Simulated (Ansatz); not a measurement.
Relaxed-ion elastic tensor of BP in space group P4_2/mnm (No. 136; B on 4f, P on 4g) in GPa (Voigt order), r²SCAN in the plane-wave PAW code Ansatz; density 2.82 g/cm³, 12.31 Å³ per atom.

```
      1     2     3    4    5     6
-  ----  ----  ----  ---  ---  ----
1   326  81.4  40.1  0.0  0.0   0.0
2  81.4   326  40.1  0.0  0.0   0.0
3  40.1  40.1   428  0.0  0.0   0.0
4   0.0   0.0   0.0  144  0.0   0.0
5   0.0   0.0   0.0  0.0  144   0.0
6   0.0   0.0   0.0  0.0  0.0  87.5
```

Problem. Is the crystal mechanically stable?

Solution. Yes: the smallest eigenvalue of C is 87.5 GPa.

Problem. Work out the Voigt, Reuss and Hill averages.

Solution. K_V = 156, K_R = 155, K_H = 155; G_V = 136, G_R = 128, G_H = 132 GPa.

Problem. Give Young's modulus, Poisson's ratio, Pugh's ratio and the universal anisotropy index.

Solution. E = 9KG/(3K + G) = 309 GPa; ν = 0.17; K/G = 1.17 (brittle by the Pugh limit of 1.75); A_U = 5G_V/G_R + K_V/K_R − 6 = 0.32.

Problem. Estimate the sound speeds and the Debye temperature.

Solution. v_l = √((K + 4G/3)/ρ) = 10900 m/s, v_t = √(G/ρ) = 6860 m/s, mean 7540 m/s; Θ = (h/k)(3n/4πV)^(1/3) v_m = 973 K.

Problem. Solve the Christoffel equation for the three sound speeds along x, y, z.

Solution. Eigenvalues of C_ijkl n_j n_l equal ρv². In km/s, slowest first: x 5.57, 7.16, 10.75; y 5.57, 7.16, 10.75; z 7.16, 7.16, 12.32.

Problem. How much does each axis shrink under pressure?

Solution. Linear compressibilities β_i = Σ_j S_ij (j = 1 to 3): x 2.3, y 2.3, z 1.9 per TPa.

The start of the workflow was typed in or built on a structure type; neither database checked (COD, Materials Project) lists it. It is not the phase usual at ambient conditions (space group No. 216). Symmetry was held in the r²SCAN relaxation; whether a distortion lowers the energy is not shown.

Potentials: the earlier of the program's two PAW sets.
